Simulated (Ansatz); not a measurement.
Starting cell, HfO2 (fluorite):

```
CELL_PARAMETERS angstrom
      0.00000     5.05889     5.05889
      2.52945     0.00000     2.52945
      2.52945     2.52945     0.00000
ATOMIC_POSITIONS crystal
  Hf 0.00000 0.00000 0.00000
  Hf 0.50000 0.00000 0.00000
  O  0.12500 0.25000 0.25000
  O  0.62500 0.25000 0.25000
  O  0.37500 0.75000 0.75000
  O  0.87500 0.75000 0.75000
```

In this cell atom 5 (O, nearest neighbour Hf at 2.191 Å; its periodic images, 3.6 Å or more away, move with it) is moved by s along Cartesian [110], unit vector (0.707, 0.707, 0.000); all other atoms and the cell stay fixed.

The numbers are results of r2SCAN (plane waves to 500 eV, PAW, scalar-relativistic; Ansatz, a first-principles code), not measurements. k mesh 9×9×9 (Γ-centred), Fermi-Dirac smearing 0.05 eV. Left out: 4 of 11 points, with atoms too close for the PAW data. F∥ is the force on the atom along that direction. HfO2 is run without spin polarisation. HfO2 was relaxed with its symmetry unable to fall. Spin-orbit coupling is left out, though Hf is heavy. The PAW data are Ansatz's earlier set. This is a high-temperature form of HfO2. 

```csv
s (Å),F∥ (eV/Å)
-0.396,5.776
-0.264,3.537
-0.132,1.670
0.000,0.000
0.132,-1.670
0.264,-3.537
0.396,-5.776
```

Problem. What is the force constant k = d²E/ds² of this move at s = 0?

Solution. 12.4 eV/Å². The forces along the line at the two nearest points give (1.670 − (-1.670)) / (2·0.132) = 12.65 eV/Å²; the next pair corrects for the finite step.

(A displaced cell: forces are minus the slopes of the energy, force constants its curvatures, and phonons follow from these.)
